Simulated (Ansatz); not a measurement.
AlCo:
```
CELL_PARAMETERS angstrom
      2.82410     0.00000     0.00000
      0.00000     2.82410     0.00000
      0.00000     0.00000     2.82410
ATOMIC_POSITIONS crystal
  Al 0.50000 0.50000 0.50000
  Co 0.00000 0.00000 0.00000
```
Starting moments (μB, in the order of the atoms Al Co): 0.0 0.1.

Relaxed with r²SCAN. Special points in fractions of this cell's reciprocal vectors: Γ (0.000, 0.000, 0.000); X (0.000, 0.500, 0.000); M (0.500, 0.500, 0.000); R (0.500, 0.500, 0.500).

Task: List the band energies nearest the Fermi level at these points for the program Ansatz at the r²SCAN level (PAW).

Result: In eV from the Fermi level; about four levels below and three above (degenerate sets whole), none deeper than 8.9 eV; points with the same levels are listed once.

```
k                            below                     above
---  -----------------------------  ------------------------
Γ ↑  -3.32 -3.32 -1.13 -1.13 -1.13            6.47 6.47 6.47
X ↑        -2.67 -2.05 -2.05 -1.01     0.09 8.72 11.22 11.22
M ↑  -2.99 -2.99 -1.84 -1.84 -0.37           2.54 3.76 14.05
R ↑  -4.41 -4.41 -4.41 -0.33 -0.33            2.38 2.38 2.38
Γ ↓  -3.04 -3.04 -1.04 -1.04 -1.04            6.43 6.43 6.43
X ↓        -2.33 -1.98 -1.98 -0.92     0.50 8.69 11.20 11.20
M ↓        -3.06 -3.06 -1.77 -1.77            0.08 2.73 3.81
R ↓              -4.39 -4.39 -4.39  0.12 0.12 2.30 2.30 2.30
```

Space group Pm-3m (CsCl type). The r²SCAN relaxation kept the symmetry of its start. The final state is ferromagnetic, the only order run, not a proven ground state. The cell computed holds one magnetic atom, so no antiferromagnetic order was within reach. Other orbital occupations within this spin state were not tried. For itinerant 3d metals, meta-GGAs of the SCAN family and hybrids are commonly reported to give too large moments.

Potentials: the later of the program's two PAW sets.
